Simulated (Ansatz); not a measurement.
Input and output for bcc Li (111), 1 layer: DFT, PBE, all-electron LAPW, scalar-relativistic (Ansatz 0.2.0).

The slab is cut from a bulk crystal relaxed on PAW files (its atoms may have been relaxed since).

Command: `ansatz run input.yaml --threads 1 --pin off --max-ram 3584MiB --backend cpu --events-out ev --progress --plain --runs-dir out` It took 0.3 s on 1 thread of Intel(R) Xeon(R) 6975P-C (Granite Rapids), on a shared host, peak memory 0.23 GiB.

```yaml
crystal:
  lattice:
    - [4.8518899234, 0.0, 0.0]
    - [-2.4259449617, 4.20185993, 0.0]
    - [0.0, 0.0, 20.0]
  atoms:
    - { symbol: Li, position: [0.0, 0.0, 0.5] }
kpoints:
  mp_grid: { grid: [9, 9, 1] }
scf:
  occupations: { method: fermi_dirac, width: 0.08 }
hamiltonian:
  xc: pbe
  pseudopotentials: { kind: all_electron, lapw: { basis_error: 0.001 } }
output:
  forces: true
  stress: true
  eigenvalues: true
  populations: true
  dos: { projected: true, de: 0.2, e_range: [-14, 8] }
efield:
  axis: 3
  amplitude: 0
  dipole_correction: true
```

Output:

```
Li: projections on atomic orbitals take those of the free atom 1s2 2s1, of charge +0.00 (hamiltonian.pseudopotentials.projection_atoms)
LAPW: plane waves up to 2.227 Å⁻¹, error target 1.0e-3 eV per atom; small_component_spin mean_spin; Li in spheres of 2.426 Å, 3 of its electrons in bands, Dirac shells [] (how accurate: hamiltonian.pseudopotentials.lapw.basis_error, Limitations)
Engine: ansatz 0.2.0
Pseudopotentials: kind: all_electron
Pseudopotential: Li, LAPW, valence charge 3, lapw/all_electron/scalar/gaussian/Li, Koelling and Harmon's equation, gaussian nucleus
Functional definition: PBE
  parameter kappa = 0.804
  parameter beta = 0.06672455060314922
  exchange = pbe_x(kappa = kappa, mu = beta*pi^2/3)
  correlation = pbe_c(beta = beta)
Crystal: 1 atoms, lattice volume = 407.739 Å³
Basis set: ecut = 18.890565732085946 eV, 81 PW (Γ), exchange–correlation at level 2
Bands: 6, of which v1, the nominal top of the filled ones, is band 2 counted from 1 (1 counted from 0)
Symmetry: 12 space group operations
k-points: 12 of 81
Non-local potential: Li, projectors of the file, none
Initial density: superposition of atomic densities (neutral atoms: chi_scale 0, normalization atom)
Initial wavefunctions: plane waves of lowest kinetic energy (no species holds an atomic orbital)
Functional: x = pbe(κ = 0.804, μ = 0.2195149727645171), c = pbe(β = 0.06672455060314922)
iter 1 solved again at ethr=4.98e-4 eV; its pass at ethr=1.00e-1 eV (dr2=1.49e-2 eV) is discarded
SCF iter   1: F=—  HF=-203.490966 eV  |F-HF|=—  |Δ(HF+E_count)|=         —  Δρ=9.18e-4  dr2=1.52e-2  ethr=4.98e-4  p=0.000 e·Å  D=6.23e-16 V/Å  ΔV_dip=-0.00 eV  dr2_dipole=1.08e-30  V_vac-E_F(+/−)=3.19/3.19 eV  ⟨swp⟩=4.1  Hψ=660  notcnv=0
efield: sawtooth ramp at fractional position 0.9500 (placed from the atoms, in the widest stretch of the axis that holds none; the zero of the levels goes with the place), width 0.1000; the density the first Hamiltonian is built on has a dipole p = 0.000 e·Å; the dipole correction subtracts the counter field D = 2.37e-15 V/Å, which shifts the + side's vacuum level by -0.00 eV against the − side's; the planar-averaged density in the ramp window peaks in size at 6.8e-7 e/Å³
preconditioner: auto → LDOS  [insulator: Δε(μ)=0.277 eV  Ē_g=3.135 eV  σ=0.080 eV  W_gap=0.59  n_scr=6 (ndim 8)  ℏωp=1.8 eV  f_vac=0.633  D(μ)=1.01/eV (n_scr^D=4)  ε∞_Penn≈1.3  β→1.0]
iter 2 solved again at ethr=4.81e-5 eV; its pass at ethr=4.98e-4 eV (dr2=1.44e-3 eV) is discarded
SCF iter   2: F=—  HF=-203.503572 eV  |F-HF|=—  |Δ(HF+E_count)|=   1.26e-2  Δρ=3.65e-4  dr2=1.44e-3  ethr=4.81e-5  p=0.000 e·Å  D=3.18e-15 V/Å  ΔV_dip=-0.00 eV  dr2_dipole=2.27e-29  V_vac-E_F(+/−)=3.11/3.11 eV  ⟨swp⟩=2.0  Hψ=358  notcnv=0
SCF iter   3: F=—  HF=-203.506377 eV  |F-HF|=—  |Δ(HF+E_count)|=         —  Δρ=5.39e-5  dr2=2.61e-5  ethr=4.80e-5  p=0.000 e·Å  D=3.22e-15 V/Å  ΔV_dip=-0.00 eV  dr2_dipole=2.79e-29  V_vac-E_F(+/−)=3.06/3.06 eV  ⟨swp⟩=2.8  Hψ=216  notcnv=0
the basis was enlarged: its passes take 26.9 KiB over the memory plan, 1 of 1 planned eigensolver slots
SCF iter   4: F=—  HF=-203.506452 eV  |F-HF|=—  |Δ(HF+E_count)|=   7.56e-5  Δρ=4.67e-6  dr2=2.08e-7  ethr=8.68e-7  p=0.000 e·Å  D=3.51e-15 V/Å  ΔV_dip=-0.00 eV  dr2_dipole=5.80e-29  V_vac-E_F(+/−)=3.05/3.05 eV  ⟨swp⟩=2.8  Hψ=213  notcnv=0
SCF iter   5: F=-203.506452 eV  HF=-203.506452 eV  |F-HF|=7.76e-8  |Δ(HF+E_count)|=   3.26e-9  Δρ=1.45e-6  dr2=3.59e-8  ethr=6.93e-9  p=0.000 e·Å  D=4.12e-15 V/Å  ΔV_dip=-0.00 eV  dr2_dipole=8.14e-29  V_vac-E_F(+/−)=3.05/3.05 eV  ⟨swp⟩=2.4  Hψ=207  notcnv=0
SCF 1 converged in 5 iterations: F = -203.506452 eV  dr2 = 3.59e-8
SCF converged after 5 iterations
Free energy (F): -203.506452 eV
Harris-Foulkes:  -203.506452 eV  (|F-HF|=7.76e-8)
Internal energy: -203.485179 eV  (E = F + TS)
E sigma→0 (E₀):  -203.495815 eV
Entropy (-TS):   -0.021274 eV (-21.274 meV/atom)
Fermi energy:    -2.704686 eV
Dipole field:    D = 0.000000 V/Å  (p = 0.000000 e·Å, saw-weighted, corrected)
Work function:   Φ+ = 3.0518 eV   Φ− = 3.0518 eV
Levels:          The Fermi level and band energies are counted from a zero that moves with the ramp; work functions are not
--- Per-component energies (eV) ---
  E_band       = -106.748836
  E_kinetic    = 200.028940
  E_xc         = -48.706904
  E_efield     = 0.000000  (sawtooth field / dipole correction)
  E_electrostatic = -354.807215  (all electrons and nuclei)
  E_smearing   = -0.021274  (= −TS)
  E_closure    = 0.000000  (closes the sum)
  E_atoms      = -202.784629  (free atoms, spherical and without spin; not in F)
  Σ components = -203.506452   (vs F -203.506452, Δ=0.00e0)
  Basis errors (estimates in eV, not in F): energy 7.5e-4 per atom: plane waves 7.4e-4 (5.1e-4 summed), levels above the bands 1.7e-21, relativity 1.8e-9, radial functions 7.4e-6, core shells 0.0e0; eigenvalues (radial functions only) 2.1e-3; not estimated: angular momenta, meshes, grids; target (lapw.basis_error) 1.0e-3; muffin-tin radii Li 2.426 Å
--- Forces (eV/Å), atoms counted from 1 ---
  atom   1  Li    -0.00000000     0.00000000     0.00000000
  max |Σ_I F_I| component: 1.41e-15 eV/Å
--- Stress (GPa, compression-positive) ---
       -0.407672       0.000000       0.000000
        0.000000      -0.407672       0.000000
        0.000000       0.000000      -0.000548
  P = ⅓ Tr σ = -0.2720 GPa (-2.720 kbar)
--- Band table (eV; the first three rows and the last of 12) ---
  k-point 0: bands = ["-51.7539", "-3.7739", "-1.6042", "0.0093", "0.5681", "0.7688"]
  k-point 1: bands = ["-51.7539", "-3.6802", "-1.5041", "0.1122", "0.6702", "0.8699"]
  k-point 2: bands = ["-51.7539", "-3.4000", "-1.2118", "0.4013", "0.6116", "0.9704"]
  k-point 11: bands = ["-51.7539", "-1.3305", "-1.2547", "-1.2547", "0.2717", "1.7662"]
--- Löwdin populations: 1 site ---
  site symbol       q [e]
     0     Li      2.9424
  spilling = 0.019196 (of n_electrons = 3.000000)
```

populations.tsv:

```
# site	symbol	l	j	q
# orbitals = lowdin
# n_electrons = 3.000000
# spilling = 0.019196
# projection_atom_Li: 1s2 2s1
0	Li	0_1S	-	1.999843
0	Li	0_2S	-	0.942569
```

Next run (vacuum of 22 Å), as changes to the input before:

```diff
-    - [0.0, 0.0, 20.0]
+    - [0.0, 0.0, 22.0]
   atoms:
   eigenvalues: true
-  populations: true
-  dos: { projected: true, de: 0.2, e_range: [-14, 8] }
 efield:
```

Results part of the output:

```
SCF 1 converged in 5 iterations: F = -203.506420 eV  dr2 = 2.91e-8
SCF converged after 5 iterations
Free energy (F): -203.506420 eV
Harris-Foulkes:  -203.506420 eV  (|F-HF|=7.79e-8)
Internal energy: -203.485148 eV  (E = F + TS)
E sigma→0 (E₀):  -203.495784 eV
Entropy (-TS):   -0.021272 eV (-21.272 meV/atom)
Fermi energy:    -2.735870 eV
Dipole field:    D = 0.000000 V/Å  (p = 0.000000 e·Å, saw-weighted, corrected)
Work function:   Φ+ = 3.0514 eV   Φ− = 3.0514 eV
Levels:          The Fermi level and band energies are counted from a zero that moves with the ramp; work functions are not
--- Per-component energies (eV) ---
  E_band       = -106.842739
  E_kinetic    = 200.029125
  E_xc         = -48.706972
  E_efield     = 0.000000  (sawtooth field / dipole correction)
  E_electrostatic = -354.807302  (all electrons and nuclei)
  E_smearing   = -0.021272  (= −TS)
  E_closure    = 0.000000  (closes the sum)
  E_atoms      = -202.784629  (free atoms, spherical and without spin; not in F)
  Σ components = -203.506420   (vs F -203.506420, Δ=0.00e0)
  Basis errors (estimates in eV, not in F): energy 7.7e-4 per atom: plane waves 7.6e-4 (5.2e-4 summed), levels above the bands 4.5e-21, relativity 1.8e-9, radial functions 7.4e-6, core shells 0.0e0; eigenvalues (radial functions only) 2.1e-3; not estimated: angular momenta, meshes, grids; target (lapw.basis_error) 1.0e-3; muffin-tin radii Li 2.426 Å
--- Forces (eV/Å), atoms counted from 1 ---
  atom   1  Li    -0.00000000     0.00000000    -0.00000000
  max |Σ_I F_I| component: 4.81e-17 eV/Å
--- Stress (GPa, compression-positive) ---
       -0.370668       0.000000       0.000000
        0.000000      -0.370668       0.000000
        0.000000       0.000000      -0.000295
  P = ⅓ Tr σ = -0.2472 GPa (-2.472 kbar)
--- Band table (eV; the first three rows and the last of 12) ---
  k-point 0: bands = ["-51.7852", "-3.8051", "-1.6332", "-0.0093", "0.4665", "0.6158"]
  k-point 1: bands = ["-51.7852", "-3.7117", "-1.5354", "0.0936", "0.5683", "0.7183"]
  k-point 2: bands = ["-51.7852", "-3.4313", "-1.2423", "0.3807", "0.5821", "0.8716"]
  k-point 11: bands = ["-51.7852", "-1.3618", "-1.2858", "-1.2858", "0.2401", "1.7341"]
```

The cell is 1×1, so reconstructions are forbidden, and in slabs of four or five layers the relaxations can be far larger than at a real surface.
